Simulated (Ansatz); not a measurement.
This run works on a generated trial structure, not on a known crystal.

Input and command of a plane-wave DFT calculation in Ansatz:

```yaml
crystal:
  lattice:
    - [0.0, 3.7725811446, 4.2380503342]
    - [3.6312617562, 0.0, 4.2380503342]
    - [3.6312617562, 3.7725811446, 0.0]
  atoms:
    - { symbol: Sc, position: [0.0619167141, 0.0619167141, 0.9380832859] }
    - { symbol: W, position: [0.4478569282, 0.4478569282, 0.5521430718] }
    - { symbol: Se, position: [0.0315720052, 0.5389837282, 0.4610162718] }
    - { symbol: Se, position: [0.5389837282, 0.0315720052, 0.9684279948] }
    - { symbol: O, position: [0.7627102506, 0.3185540137, 0.2372897494] }
    - { symbol: O, position: [0.3185540137, 0.7627102506, 0.6814459863] }
basis:
  ecutwfc: 420
kpoints:
  mp_grid: { grid: [8, 8, 8] }
hamiltonian:
  xc: pbe
scf:
  occupations: { method: gaussian, width: 0.1 }
output:
  forces: true
  stress: true
  eigenvalues: true
relax:
  adjacent_minimum: "off"
  f_tol: 0.01
  max_steps: 30
  cell: { stress_tol: 0.1, fix: [volume] }
```

```bash
ansatz run input.yaml --threads 1 --pin off --max-ram 2560MiB --backend cpu --events-out ev --progress --plain --runs-dir out
```

Processor: AMD EPYC 9R14 (Zen 4), 1 thread, on a host shared with other jobs.

Question: How long does it run, and how much memory does it take?

Answer: About 2.7 min, peak memory 0.7 GiB. It solves 42 bands at 95 k points (after reduction by symmetry) with about 2287 plane waves, in 39 SCF iterations over 6 ionic steps.
